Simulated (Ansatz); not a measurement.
YbRh (Pm-3m); collinear moments.

```
CELL_PARAMETERS angstrom
3.32075 0.00000 0.00000
0.00000 3.32075 0.00000
0.00000 0.00000 3.32075
ATOMIC_POSITIONS crystal
Yb 0.50000 0.50000 0.50000
Rh 0.00000 0.00000 0.00000
```

The geometry is a structure from the Materials Project, held fixed and not relaxed.

Settings: LDA, 8×8×8 k mesh, Fermi–Dirac smearing of 0.05 eV. PAW means Ansatz 0.2.0 on its default frozen-core files. Site moments are integrated in spheres about the atoms. Start moments (μB): Yb1 1, Rh2 1.

Iteration by iteration:

```csv
iteration,Harris–Foulkes energy less the last (meV),density residual (eV),M (μB),∫|m| (μB)
1,-859.205,2.4e+00,0.4829,0.4829
2,-172.484,6.3e-01,0.4244,0.4246
3,29.003,2.6e-01,0.3999,0.4006
4,24.287,8.6e-02,0.3893,0.3897
5,-0.615,1.1e-02,0.3868,0.4044
6,2.568,6.3e-04,0.3768,0.3998
7,0.642,1.0e-03,0.3666,0.3877
8,0.027,1.6e-04,0.3601,0.3808
9,-0.001,5.7e-06,0.3579,0.3789
10,0.000,5.8e-08,0.3579,0.3790
11,0.000,1.2e-07,0.3580,0.3791
12,0.000,6.8e-10,0.3580,0.3791
13,0.000,1.1e-08,0.3580,0.3792
14,0.000,7.5e-10,0.3580,0.3792
```

Site moments (μB): Yb1 0.33, Rh2 0.04. Cell moment 0.36 μB.

The PAW files were made with PBE; the program remakes their cores once for the run's functional and then keeps them frozen. Spin–orbit coupling is left out although heavy atoms are present. With open f shells a run can end in a state that isn't the lowest. The magnetic state is the one that this cell and start allow. It needn't be the compound's measured order, which may need a larger cell or be absent.
